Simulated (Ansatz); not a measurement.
Consider the following.

Y2N:
```
Y2N
1.0
    3.46383     0.00000     0.00000
   -1.73191     2.99976     0.00000
    0.00000     0.00000     5.92871
N Y
1 2
Direct
  0.00000   0.00000   0.00000
  0.33333   0.66667   0.22155
  0.66667   0.33333   0.77845
```

This is the PBEsol-relaxed structure.

All from PBEsol (plane waves, PAW; program Ansatz), unless another level is named. Estimate the electronic character.

metallic (no gap).

Predict the density of states at the Fermi level.

1.2 states/eV per atom (mean over ±0.08 eV).

Space group P-3m1 (anti-CdI2 type). A made-up cell: these elements were put on the sites of a structure type; neither database checked (COD, Materials Project) lists it. Whether it is the stable phase at ambient conditions was not checked. The cell was relaxed with PBEsol under the symmetry of its start; its stability against distortions is not shown here. No spin polarisation was allowed. With an odd number of electrons in the cell and no spin polarisation, the count alone makes it a metal. Spin–orbit coupling is left out wherever it is not named.

Potentials: the earlier of the program's two PAW sets. The files were generated under PBE; for other functionals the program regenerates the frozen cores, and for LDA and PBEsol the local potential too.
